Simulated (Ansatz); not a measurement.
# Si2Mo, one cell by several methods

```
Si Mo
1.0
    -1.60000    1.60000    3.85189
     1.60000   -1.60000    3.85189
     1.60000    1.60000   -3.85189
Si Mo
2 1
Direct
  0.33300 0.33300 0.00000
  0.66700 0.66700 0.00000
  0.00000 0.00000 0.00000
```

Atom numbers follow the list: Si1, Si2, Mo3.

The cell comes from COD entry 1010282, which wasn't checked; take it as a given geometry. It is an old determination, and later ones may differ. The listed cell was then made from it by scaling, straining or moving an atom.

All numbers are computed: DFT, PBEsol, PAW with Ansatz's default frozen-core files, scalar-relativistic (Ansatz 0.2.0); DFT, PBEsol, all-electron LAPW, scalar-relativistic (Ansatz 0.2.0).

For PAW: a Γ-centred 16×16×16 k mesh, Fermi–Dirac smearing of 0.08 eV, cutoff 420 eV, no spin polarisation; the PAW files were made with PBE, and the program remakes their frozen cores for this functional. LAPW targets a basis error of 1 meV/atom. The Ansatz runs share mesh, smearing and spin set-up. Plane-wave (PAW) pressures include the program's estimate of the Pulay term.

Stress and pressure are positive in compression.

PAW results:

```
              quantity    PAW
        pressure (GPa)   2.24
       stress xx (GPa)  -0.38
       stress zz (GPa)   7.49
force on Si1, z (eV/Å)  0.299
```

Question: What does all-electron LAPW give for the same quantities?

Answer: 
```json
{"quantity": "pressure (GPa)", "LAPW": "2.28"}
{"quantity": "stress xx (GPa)", "LAPW": "-0.35"}
{"quantity": "stress zz (GPa)", "LAPW": "7.52"}
{"quantity": "force on Si1, z (eV/Å)", "LAPW": "0.298"}
```
